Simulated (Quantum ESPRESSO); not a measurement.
# Kohn-Sham bands of Ti (hcp (Mg type))

```
Ti
1.0
    2.93573     0.00000     0.00000
   -1.46787     2.54242     0.00000
    0.00000     0.00000     4.64086
Ti
2
Direct
  0.33333   0.66667   0.25000
  0.66667   0.33333   0.75000
```

Structure: Materials Project mp-46, symmetrised, not relaxed again. This is the element's usual structure. Level: PBEsol, no spin polarisation, no spin-orbit coupling; pw.x of Quantum ESPRESSO at 68 Ry with PseudoDojo potentials, 12×12×8 k-points, Wannier90. Density: 18×18×10 mesh, cold smearing 0.01 Ry.

**Question.** List the Kohn-Sham levels between −8 and 3.0 eV relative to the Fermi level at the high-symmetry points, as a band run of pw.x on that density gives them (levels within 2 meV counted together).

**Answer.** 
```tsv
point	k (reciprocal lattice)	levels (eV)
Γ	0.000 0.000 0.000	-6.21, -2.71, 0.77 (×2), 0.78, 0.91, 1.28 (×2), 1.62 (×2)
M	0.500 0.000 0.000	-2.37, -2.19, -1.87, -0.64, 0.45, 0.62, 1.19
K	0.333 0.333 0.000	-1.72, -1.41 (×2), -1.32, 0.22 (×2), 1.51
A	0.000 0.000 0.500	-4.35 (×2), 0.09 (×2), 0.67 (×4), 2.83 (×4)
L	0.500 0.000 0.500	-2.57 (×2), -0.82 (×2), 1.32 (×2), 1.73 (×2)
H	0.333 0.333 0.500	-1.27 (×2), -1.10 (×2), -0.22 (×2), 1.68 (×2)
```
